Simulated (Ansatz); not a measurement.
The relaxed structure here is a generated cell of SiW2: the first start was made by a random draw of sites in a space group, and the end was not matched to a known phase here, so it may be hypothetical.

The start is a randomly generated symmetric cell of SiW2 (space group No. 225). A full variable-cell relaxation at zero pressure is run with r2SCAN (plane waves to 500 eV, PAW, scalar-relativistic; Ansatz, a quantum-chemistry and plane-wave program). The first steps use a coarse 7×7×7 k-mesh.

Starting cell:
```
SiW2
1.0
    0.00000     2.98370     2.98370
    2.98370     0.00000     2.98370
    2.98370     2.98370     0.00000
Si W
1 2
Direct
  0.00000   0.00000   0.00000
  0.25000   0.25000   0.25000
  0.75000   0.75000   0.75000
```

How large is the pressure on the unrelaxed cell, and of which sign?

-14 GPa (negative: the cell is under tension).

How much energy is released per atom?

0.06 eV/atom.

How does the volume per atom move from start to end?

-6.8 %, from 17.71 to 16.50 Å³/atom.

How do the shortest distances between atoms change?

The closest pairs of elements (up to four, under 3.6 Å), start → end: Si–W 2.58 → 2.52 Å; W–W 2.98 → 2.91 Å.

Give the final cell and atomic positions.


Space group Fm-3m (No. 225); a = 5.8284 Å, b = 5.8284 Å, c = 5.8284 Å, α = 90.00°, β = 90.00°, γ = 90.00°

```tsv
atom	site	symmetry	x	y	z
Si	4a	m-3m	0.0000	0.0000	0.0000
W	8c	-43m	0.2500	0.2500	0.2500
```
(The calculation used a cell of 3 atoms; values per cell refer to that cell.)

The space group stays Fm-3m (No. 225) (the run could not lower it); the end is AFLOW prototype AB2_cF12_225_a_c (C1, as in CaF2), with 3 atoms in the primitive cell. Final values are on a 14×14×14 k-mesh of the relaxed cell. No spin polarisation in the result.

The run could not lose the symmetry of its start: the end is stationary, and may be a saddle point rather than a minimum.

All atoms sit on sites fixed by symmetry, so only the cell could relax.
